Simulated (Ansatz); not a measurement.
The cell of TiInS₃ is invented: random cell by space group and Wyckoff sites (P6/mmm, No. 191). Lengths were set from tabulated atomic sizes, so they are only a guess.

```cif
data_structure
_symmetry_space_group_name_H-M 'P 1'
_symmetry_Int_Tables_number 1
_cell_length_a 5.4543
_cell_length_b 5.4543
_cell_length_c 5.2174
_cell_angle_alpha 90.000
_cell_angle_beta 90.000
_cell_angle_gamma 120.000
_cell_volume 134.42
loop_
_atom_site_label
_atom_site_type_symbol
_atom_site_fract_x
_atom_site_fract_y
_atom_site_fract_z
_atom_site_occupancy
Ti1 Ti 0.00000 0.00000 0.50000 1
In1 In 0.00000 0.00000 0.00000 1
S1 S 0.50000 0.00000 0.00000 1
S2 S 0.00000 0.50000 0.00000 1
S3 S 0.50000 0.50000 0.00000 1
```

All numbers below come from DFT PBE, scalar-relativistic, plane waves, PAW (Ansatz). Cutoff 420 eV, Gaussian smearing, Γ-centred meshes. Cell and atoms relax first on a coarse mesh and then on a finer one. In between, the cell is made exact in the group found at 0.06 Å. In metals the finer mesh still leaves noise of several meV/atom or more. The steps can't lower the symmetry of their start. Collinear spin, starting moments Ti 1.0 μB.

A guess keeps its type if space group and coordination stay and the shape of the cell changes little (axis ratios within about 15 %, angles within 6°); the volume may change.

Question: Does this structure survive the relaxation?

Answer: It keeps its type. The symmetry stays P6/mmm (No. 191). The volume per atom grows by 8.7 %, from 26.9 to 29.2 Å³. The shortest distance goes from 2.61 Å (Ti–In) to 2.73 Å (Ti–In). The ratio c/a of the conventional cell changes by a factor of 1.03. Counting neighbours within 15 % of an atom's shortest distance, the start has In 8, S 6, Ti 2 and the end In 8, S 6, Ti 2.

The last run used collinear spin, a 12×12×8 mesh (in the run's order of axes) for its 5-atom cell and Gaussian smearing of 0.10 eV. The magnetic state reached may not be the lowest. Symmetry constrained the relaxation, so the result can be a saddle point. Another cell of TiInS3 relaxed alike but without spin, in Pm-3m, lies 1.67 eV/atom lower, so this cell isn't the stable form at this level.
